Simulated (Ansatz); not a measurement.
TaRh3:
```xyz
4
Lattice="3.8460 0.0000 0.0000 0.0000 3.8460 0.0000 0.0000 0.0000 3.8460" Properties=species:S:1:pos:R:3 pbc="T T T"
Ta     0.0000     0.0000     0.0000
Rh     0.0000     1.9230     1.9230
Rh     1.9230     0.0000     1.9230
Rh     1.9230     1.9230     0.0000
```

Relaxed with PBEsol. Special points in fractions of this cell's reciprocal vectors: Γ (0.000, 0.000, 0.000); X (0.000, 0.500, 0.000); M (0.500, 0.500, 0.000); R (0.500, 0.500, 0.500).

**Question.** List the band energies nearest the Fermi level at these points for PBEsol with spin–orbit coupling (plane waves, PAW; program Ansatz).

**Answer.** In eV from the Fermi level; about four levels below and three above (degenerate sets whole), none deeper than 8.9 eV; points with the same levels are listed once.

| k | below | above |
|---|---|---|
| Γ | -0.50 -0.50 -0.50 -0.50 | 0.50 0.50 0.92 0.92 |
| X | -1.28 -1.28 -0.17 -0.17 | 0.66 0.66 0.89 0.89 |
| M | -1.18 -1.18 -0.97 -0.97 | 1.40 1.40 1.44 1.44 |
| R | -2.23 -2.23 -2.23 -2.23 | 0.35 0.35 0.51 0.51 |

Space group Pm-3m (Cu3Au type). The first step of the workflow began from a Materials Project structure, measured or hypothetical; the Crystallography Open Database files this formula in space group No. 221, but the cells were not matched. Whether it is the stable phase at ambient conditions was not checked. The cell was relaxed with PBEsol under the symmetry of its start; of distortions, only those at the zone centre were tested. No spin polarisation was allowed.

Potentials: the later of the program's two PAW sets.
